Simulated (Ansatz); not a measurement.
Frames from the relaxation of a relaxed ZnNi cell shaken by Gaussian noise of σ = 0.08 Å a coordinate, as extended XYZ (Å, eV, eV/Å, GPa with compression positive). Computed with PBEsol (plane waves to 420 eV, PAW, scalar-relativistic; Ansatz, an electronic-structure program). Γ-centred k-mesh 7×7×8 on the run's cell (coarser than for final values), Fermi–Dirac smearing 0.05 eV.

```xyz
8
Lattice="5.0468 0.0000 0.0000 0.0000 4.4230 0.0000 0.0000 0.0000 4.1627" Properties=species:S:1:pos:R:3:forces:R:3 pbc="T T T" step=1 free_energy=-36344.395 pressure=2.1 accepted=T
Zn     1.7684     0.3673     1.0251    0.3915    0.0455    0.1036
Zn     1.8183     1.7656     3.0871   -0.4322    0.3325    0.5836
Zn     3.2564     2.5661     1.1457    0.3062   -0.7855   -0.7070
Zn     3.1868     3.9674     3.1239    0.2353    0.5482   -0.1113
Ni     4.4121     0.2209     0.8933   -0.0663    1.1108    1.1887
Ni     4.3138     1.8013     3.1948    0.9593   -0.3613   -0.1673
Ni     0.7603     2.6374     1.0877   -0.8913   -0.6179   -0.2897
Ni     0.6702     4.0052     3.1597   -0.5026   -0.2724   -0.6006
8
Lattice="5.0342 -0.0056 0.0024 -0.0049 4.4193 -0.0064 0.0020 -0.0060 4.1638" Properties=species:S:1:pos:R:3:forces:R:3 pbc="T T T" step=2 free_energy=-36344.636 pressure=1.4 accepted=T
Zn     1.7739     0.3507     1.0326    0.2951   -0.0516    0.0812
Zn     1.8064     1.7724     3.1029   -0.2746    0.2747    0.3809
Zn     3.2510     2.5370     1.1149    0.1769   -0.4975   -0.4708
Zn     3.1910     3.9742     3.1192    0.1696    0.3578   -0.0880
Ni     4.4014     0.2552     0.9401   -0.0660    0.8012    0.8799
Ni     4.3389     1.7799     3.1755    0.6194   -0.2518   -0.1765
Ni     0.7165     2.6093     1.0745   -0.6083   -0.4368   -0.1997
Ni     0.6458     3.9916     3.1468   -0.3123   -0.1959   -0.4070
8
Lattice="5.0662 -0.0003 0.0005 -0.0003 4.4246 0.0007 0.0004 0.0007 4.1712" Properties=species:S:1:pos:R:3:forces:R:3 pbc="T T T" step=3 free_energy=-36344.850 pressure=-1.1 accepted=T
Zn     1.8123     0.2998     1.0512   -0.0382   -0.0192    0.0002
Zn     1.8110     1.8231     3.1372   -0.0382    0.0189    0.0037
Zn     3.2550     2.5121     1.0532    0.0379   -0.0248   -0.0110
Zn     3.2541     4.0343     3.1367    0.0388    0.0265    0.0050
Ni     4.4354     0.3456     1.0499   -0.0160   -0.0066    0.0110
Ni     4.4334     1.7760     3.1378   -0.0061    0.0109   -0.0014
Ni     0.6323     2.5590     1.0520    0.0082   -0.0148   -0.0011
Ni     0.6312     3.9891     3.1380    0.0136    0.0091   -0.0064
```

The path has 7 moves and ends in Pbcm (No. 57), 0.06 eV/atom below its start. Free energies are of the whole cell and compare only within this code, potentials and settings.  No spin polarisation in the result. A magnetic state may lie lower.

The end of the path is a generated cell of ZnNi: the first start was made by placing the elements on the sites of a structure type, and the end was not matched to a known phase here, so it may be hypothetical.
